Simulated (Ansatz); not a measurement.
# Yb3Si5: what a change of scf.mixing.algorithm, scf.mixing.beta, scf.mixing.ndim, scf.occupations.method, scf.occupations.width, basis.ecutwfc does

All numbers are calculated (r2SCAN, no spin polarisation, no spin-orbit coupling; Ansatz, PAW set soft_2, 500 eV, k-mesh 3×3×3), not measured. These are the settings of the reference run.

Cell:

```
cell
1.0
    -3.3194    5.7494   -4.1290
     6.6388    0.0000   -4.1290
    -3.3194   -5.7494   -4.1290
Si Yb
15 9
Direct
  0.5000 0.8333 0.1667
  0.1667 0.5000 0.8333
  0.8333 0.1667 0.5000
  0.8333 0.5000 0.1667
  0.5000 0.1667 0.8333
  0.1667 0.8333 0.5000
  0.6906 0.4047 0.4047
  0.3572 0.0714 0.0714
  0.0239 0.7381 0.7381
  0.4047 0.6906 0.4047
  0.0714 0.3572 0.0714
  0.7381 0.0239 0.7381
  0.7381 0.7381 0.0239
  0.4047 0.4047 0.6906
  0.0714 0.0714 0.3572
  0.0974 0.4513 0.4513
  0.7641 0.1180 0.1180
  0.4307 0.7846 0.7846
  0.7846 0.7846 0.4307
  0.4513 0.4513 0.0974
  0.1180 0.1180 0.7641
  0.4513 0.0974 0.4513
  0.1180 0.7641 0.1180
  0.7846 0.4307 0.7846
```

The reference run of this cell is solved again as a single point with these keys changed:

| key | reference run | changed run |
| --- | --- | --- |
| scf.mixing.algorithm | not typed | anderson |
| scf.mixing.beta | not typed | 0.2 |
| scf.mixing.ndim | not typed | 8 |
| scf.occupations.method | gaussian | cold |
| scf.occupations.width | 0.05 | 0.2 |
| basis.ecutwfc | 500 | 14.7 Ry |

Task: How far do the results move?

Result: 

```
                                    quantity  reference run  changed run
energy, changed less reference (meV an atom)              0       3589.9
                              pressure (GPa)            0.1          7.7
                        largest force (eV/Å)           0.02         0.18
                        gap on the mesh (eV)           0.00         0.00
```

The energy moves by 3590 meV an atom (86.16 eV for the cell). It took 23 iterations.

Caveats: the reference run: 4f shell without a U, which puts 4f levels too near the Fermi level; a single point, atoms not relaxed again; the changed cutoff lies under the advised one, so the shift is an error of the basis.
